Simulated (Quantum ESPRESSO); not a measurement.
## Calculated data, CaMg₂ZnO₄ (made-up cell)

Computed with Quantum ESPRESSO 7.5. Calculation on a made-up crystal cell, not a measurement: periodic Kohn-Sham density functional theory in plane waves with PseudoDojo standard norm-conserving scalar-relativistic pseudopotentials, each functional with its own files (v0.5 for PBE, v0.4.1 for LDA and PBEsol), no spin polarisation, no spin-orbit coupling, atoms not relaxed, stress positive in tension, energies less a fixed whole-eV offset for each atom's element; levels are Kohn-Sham levels at fractions of this cell's reciprocal vectors, counted from the reference band (half the neutral cell's valence electrons, rounded up) at Gamma; error bars cover cutoff and k-mesh only, not smearing or the files; each bar is the largest change over components, and at least 0.002 eV, 0.002 eV per angstrom or 0.02 GPa; added strain carries the atoms with the cell, and shear is the tensor component; energies are for the whole cell, and the offsets were chosen from early runs and are not element reference energies.

Common to all runs: lattice type rocksalt; functional pbe; cutoff 1143 eV; fermi dirac smearing 0.025 eV; scf tolerance 1e-07 eV; electrons removed 0; added strain kind uniform; k mesh 4 x 4 x 4, shifted by half a step.

(1) CaMg₂ZnO₄ (made-up cell)

Unstrained structure:
```
CaMg2ZnO4
1.0
      4.5292     0.0156    -0.0543
      0.0156     4.5717     0.0099
     -0.0543     0.0099     4.6086
Mg Ca Zn Mg O
1 1 1 1 4
Direct
  0.00990 0.00851 -0.01707
  0.00122 0.51577 0.47981
  0.49606 -0.02274 0.51540
  0.50553 0.49054 -0.00009
  0.50982 0.00878 0.00963
  0.50135 0.48429 0.50215
  0.99641 0.00401 0.47500
  0.99720 0.49125 -0.00191
```

Settings of this run: added strain 0.0017 and structure shown before the added strain of 0.0017.

The calculation gives: free energy less offsets 0.5073 eV; scf iterations 12; smearing term minus ts 0 eV; pressure -9.074 GPa; stress xx 8.588 GPa; stress yy 9.105 GPa; stress zz 9.529 GPa; stress yz 0.1471 GPa; stress xz -2.17 GPa; stress xy 0.5094 GPa; error bar energy 0.002 eV; error bar stress 0.03767 GPa; error bar force 0.002 eV/Å; error bars from tighter rerun of a related cell.

Atoms:
```
atoms element  atom site  atom energy offset (eV)
           Mg          1                    -1617
           Ca          2                    -1055
           Zn          3                    -5687
           Mg          4                    -1617
            O          5                     -452
            O          6                     -452
            O          7                     -452
            O          8                     -452
```

Forces:
```
site  x (eV/Å)  y (eV/Å)  z (eV/Å)
   1   -0.2051    0.1368     0.385
   2  -0.05686   -0.7767    0.6036
   3    0.1224    0.4382   -0.3004
   4   0.04433   -0.1626  -0.06449
   5   -0.2984   -0.3848   -0.5677
   6  -0.05864    0.4962   0.08347
   7    0.2548   0.02314    0.5359
   8    0.1974    0.2297   -0.6755
```

(2) CaMg₂ZnO₄ (made-up cell)

The structure is that of entry 1.

Settings of this run: added strain 0.0116 and structure shown before the added strain of 0.0116.

Results for CaMg₂ZnO₄ (made-up cell): free energy less offsets 0.693 eV; scf iterations 12; smearing term minus ts 0 eV; pressure -11.65 GPa; stress xx 11.29 GPa; stress yy 11.7 GPa; stress zz 11.96 GPa; stress yz 0.1657 GPa; stress xz -2.106 GPa; stress xy 0.4931 GPa; error bar energy 0.002 eV; error bar stress 0.03767 GPa; error bar force 0.002 eV/Å; error bars from tighter rerun of a related cell.

Atoms:
```
atoms element  atom site  atom energy offset (eV)
           Mg          1                    -1617
           Ca          2                    -1055
           Zn          3                    -5687
           Mg          4                    -1617
            O          5                     -452
            O          6                     -452
            O          7                     -452
            O          8                     -452
```

Forces:
```
site  x (eV/Å)  y (eV/Å)  z (eV/Å)
   1   -0.1998    0.1634    0.3914
   2  -0.05551   -0.7399    0.5397
   3    0.1157    0.4159    -0.287
   4   0.05883   -0.1912  -0.06563
   5   -0.2935   -0.3462   -0.5694
   6  -0.05952    0.5143   0.07594
   7     0.255  -0.01935    0.5189
   8    0.1788    0.2031   -0.6039
```

(3) CaMg₂ZnO₄ (made-up cell)

The structure is that of entry 1.

Here we set added strain 0.0223 and structure shown before the added strain of 0.0223.

Atoms:
```
atoms element  atom site  atom energy offset (eV)
           Mg          1                    -1617
           Ca          2                    -1055
           Zn          3                    -5687
           Mg          4                    -1617
            O          5                     -452
            O          6                     -452
            O          7                     -452
            O          8                     -452
```

**Q.** Give the missing stress xx for CaMg₂ZnO₄ (made-up cell) (entry 3).
**A.** 13.79 GPa

**Q.** Give the missing stress zz for CaMg₂ZnO₄ (made-up cell) (entry 3).
**A.** 14.19 GPa

**Q.** Give the missing stress yy for CaMg₂ZnO₄ (made-up cell) (entry 3).
**A.** 14.1 GPa

Further results for CaMg₂ZnO₄ (made-up cell) (entry 3):

- free energy less offsets: 0.947 eV
- scf iterations: 12
- smearing term minus ts: 0 eV
- pressure: -14.03 GPa
- stress yz: 0.1812 GPa
- stress xz: -2.038 GPa
- stress xy: 0.4716 GPa
- error bar energy: 0.002 eV
- error bar stress: 0.03767 GPa
- error bar force: 0.002 eV/Å
- error bars from: tighter rerun of this cell

Forces:
```
site  x (eV/Å)  y (eV/Å)  z (eV/Å)
   1   -0.1942    0.1902    0.3972
   2  -0.05345   -0.6988    0.4756
   3    0.1088    0.3912   -0.2728
   4   0.07298   -0.2188  -0.06678
   5   -0.2881   -0.3071   -0.5705
   6  -0.06088    0.5308   0.06854
   7    0.2548  -0.06403    0.5017
   8    0.1602    0.1765   -0.5329
```
